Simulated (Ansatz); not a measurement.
MgO:
```cif
data_Mg2O2
_chemical_formula_sum 'Mg2 O2'
_space_group_name_H-M_alt 'P42/mmc'
_space_group_IT_number 131
_space_group_name_Hall '-P 4c 2'
_cell_length_a 3.01858
_cell_length_b 3.01858
_cell_length_c 5.42963
_cell_angle_alpha 90.000
_cell_angle_beta 90.000
_cell_angle_gamma 90.000
loop_
_atom_site_label
_atom_site_type_symbol
_atom_site_symmetry_multiplicity
_atom_site_Wyckoff_symbol
_atom_site_fract_x
_atom_site_fract_y
_atom_site_fract_z
_atom_site_occupancy
Mg1 Mg 2 c 0.00000 0.50000 0.00000 1
O1 O 2 e 0.00000 0.00000 0.25000 1
```

Relaxed with PBE.

Problem. Give the optical modes at the zone centre with their infrared and Raman activity from DFPT, PBE in the plane-wave PAW code Ansatz.

Solution. Transverse frequencies, without the LO–TO term; a row sums one degenerate level.

| ω (cm⁻¹) | degeneracy | IR ((D/Å)²/amu) | Raman (Å⁴/amu) | activity | symmetry |
|---|---|---|---|---|---|
| 168 | 2 | 6.30 | 0 | IR | Eu |
| 218 | 2 | 0.00 | 39 | Raman | Eg |
| 428 | 2 | 29.30 | 0 | IR | Eu |
| 479 | 1 | 18.81 | 0 | IR | A2u |
| 489 | 1 | 0.00 | 0 | silent | B2u |
| 617 | 1 | 0.00 | 5.2 | Raman | B1g |

Problem. How high does the top mode go among those that the LO–TO term moves?

Solution. 600 cm⁻¹ for q along x, 600 cm⁻¹ for q along y, 671 cm⁻¹ for q along z.

Space group P4_2/mmc. A made-up cell: these elements were put on the sites of a structure type; neither database checked (COD, Materials Project) lists it. It is not the phase usual at ambient conditions (space group No. 225). The cell was relaxed with PBE under the symmetry of its start. At this level the phase is dynamically unstable (imaginary phonons).

Potentials: the later of the program's two PAW sets.
